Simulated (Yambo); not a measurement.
Absorption of a free-standing CaHI monolayer (symmetry P4/nmm, slab cell 20.2 Å high) with and without the electron-hole interaction (Yambo, PBEsol bands; 8×8×1 mesh, 14 valence and 16 conduction bands, static screening with 158 bands and a 3 Ry block, scissor 2.71 eV, Tamm-Dancoff, stochastic integration of W near q = 0; field along x).

```json
[
 {"E (eV)": "4.20", "Im α, BSE (Å)": "0.14", "Im α, independent quasiparticles (Å)": "0.04"},
 {"E (eV)": "4.30", "Im α, BSE (Å)": "0.16", "Im α, independent quasiparticles (Å)": "0.04"},
 {"E (eV)": "4.40", "Im α, BSE (Å)": "0.19", "Im α, independent quasiparticles (Å)": "0.04"},
 {"E (eV)": "4.50", "Im α, BSE (Å)": "0.22", "Im α, independent quasiparticles (Å)": "0.04"},
 {"E (eV)": "4.60", "Im α, BSE (Å)": "0.26", "Im α, independent quasiparticles (Å)": "0.04"},
 {"E (eV)": "4.70", "Im α, BSE (Å)": "0.31", "Im α, independent quasiparticles (Å)": "0.05"},
 {"E (eV)": "4.80", "Im α, BSE (Å)": "0.38", "Im α, independent quasiparticles (Å)": "0.05"},
 {"E (eV)": "4.90", "Im α, BSE (Å)": "0.50", "Im α, independent quasiparticles (Å)": "0.05"},
 {"E (eV)": "5.00", "Im α, BSE (Å)": "0.69", "Im α, independent quasiparticles (Å)": "0.06"},
 {"E (eV)": "5.10", "Im α, BSE (Å)": "1.09", "Im α, independent quasiparticles (Å)": "0.06"},
 {"E (eV)": "5.20", "Im α, BSE (Å)": "1.99", "Im α, independent quasiparticles (Å)": "0.07"},
 {"E (eV)": "5.30", "Im α, BSE (Å)": "2.66", "Im α, independent quasiparticles (Å)": "0.08"},
 {"E (eV)": "5.40", "Im α, BSE (Å)": "3.57", "Im α, independent quasiparticles (Å)": "0.08"},
 {"E (eV)": "5.50", "Im α, BSE (Å)": "6.09", "Im α, independent quasiparticles (Å)": "0.09"},
 {"E (eV)": "5.60", "Im α, BSE (Å)": "8.07", "Im α, independent quasiparticles (Å)": "0.10"},
 {"E (eV)": "5.70", "Im α, BSE (Å)": "11.7", "Im α, independent quasiparticles (Å)": "0.11"},
 {"E (eV)": "5.80", "Im α, BSE (Å)": "9.88", "Im α, independent quasiparticles (Å)": "0.13"},
 {"E (eV)": "5.90", "Im α, BSE (Å)": "7.28", "Im α, independent quasiparticles (Å)": "0.15"},
 {"E (eV)": "6.00", "Im α, BSE (Å)": "6.32", "Im α, independent quasiparticles (Å)": "0.18"},
 {"E (eV)": "6.10", "Im α, BSE (Å)": "6.53", "Im α, independent quasiparticles (Å)": "0.23"},
 {"E (eV)": "6.20", "Im α, BSE (Å)": "6.65", "Im α, independent quasiparticles (Å)": "0.31"},
 {"E (eV)": "6.30", "Im α, BSE (Å)": "6.44", "Im α, independent quasiparticles (Å)": "0.50"},
 {"E (eV)": "6.40", "Im α, BSE (Å)": "5.92", "Im α, independent quasiparticles (Å)": "0.58"},
 {"E (eV)": "6.50", "Im α, BSE (Å)": "5.33", "Im α, independent quasiparticles (Å)": "0.71"},
 {"E (eV)": "6.60", "Im α, BSE (Å)": "4.91", "Im α, independent quasiparticles (Å)": "1.15"},
 {"E (eV)": "6.70", "Im α, BSE (Å)": "4.66", "Im α, independent quasiparticles (Å)": "1.84"},
 {"E (eV)": "6.80", "Im α, BSE (Å)": "4.94", "Im α, independent quasiparticles (Å)": "2.07"},
 {"E (eV)": "6.90", "Im α, BSE (Å)": "5.02", "Im α, independent quasiparticles (Å)": "2.24"},
 {"E (eV)": "7.00", "Im α, BSE (Å)": "4.38", "Im α, independent quasiparticles (Å)": "2.42"},
 {"E (eV)": "7.10", "Im α, BSE (Å)": "4.27", "Im α, independent quasiparticles (Å)": "2.57"},
 {"E (eV)": "7.20", "Im α, BSE (Å)": "4.17", "Im α, independent quasiparticles (Å)": "3.04"},
 {"E (eV)": "7.30", "Im α, BSE (Å)": "3.22", "Im α, independent quasiparticles (Å)": "3.62"},
 {"E (eV)": "7.40", "Im α, BSE (Å)": "2.85", "Im α, independent quasiparticles (Å)": "4.44"},
 {"E (eV)": "7.50", "Im α, BSE (Å)": "2.60", "Im α, independent quasiparticles (Å)": "4.92"},
 {"E (eV)": "7.60", "Im α, BSE (Å)": "2.22", "Im α, independent quasiparticles (Å)": "5.40"},
 {"E (eV)": "7.70", "Im α, BSE (Å)": "2.23", "Im α, independent quasiparticles (Å)": "5.99"},
 {"E (eV)": "7.80", "Im α, BSE (Å)": "2.40", "Im α, independent quasiparticles (Å)": "6.53"},
 {"E (eV)": "7.90", "Im α, BSE (Å)": "2.02", "Im α, independent quasiparticles (Å)": "6.43"},
 {"E (eV)": "8.00", "Im α, BSE (Å)": "1.89", "Im α, independent quasiparticles (Å)": "5.97"},
 {"E (eV)": "8.10", "Im α, BSE (Å)": "1.93", "Im α, independent quasiparticles (Å)": "6.69"},
 {"E (eV)": "8.20", "Im α, BSE (Å)": "1.67", "Im α, independent quasiparticles (Å)": "7.88"},
 {"E (eV)": "8.30", "Im α, BSE (Å)": "1.67", "Im α, independent quasiparticles (Å)": "7.74"},
 {"E (eV)": "8.40", "Im α, BSE (Å)": "1.73", "Im α, independent quasiparticles (Å)": "6.40"},
 {"E (eV)": "8.50", "Im α, BSE (Å)": "1.56", "Im α, independent quasiparticles (Å)": "5.65"},
 {"E (eV)": "8.60", "Im α, BSE (Å)": "1.40", "Im α, independent quasiparticles (Å)": "5.65"},
 {"E (eV)": "8.70", "Im α, BSE (Å)": "1.38", "Im α, independent quasiparticles (Å)": "5.49"},
 {"E (eV)": "8.80", "Im α, BSE (Å)": "1.34", "Im α, independent quasiparticles (Å)": "5.10"},
 {"E (eV)": "8.90", "Im α, BSE (Å)": "1.28", "Im α, independent quasiparticles (Å)": "5.01"}
]
```

The scissor comes from a G0W0 run whose convergence isn't established. Broadening 0.1 eV. The band window holds all transitions up to 8.9 eV. Fine structure above the onset can come from the mesh.

Spin-orbit coupling is included.

Geometry relaxed with PBEsol; primitive cell a = b = 3.963 Å, c = 20.200 Å, α = β = γ = 90.00°.

This is a model layer cut from the bulk structure; whether it is stable on its own was not checked.
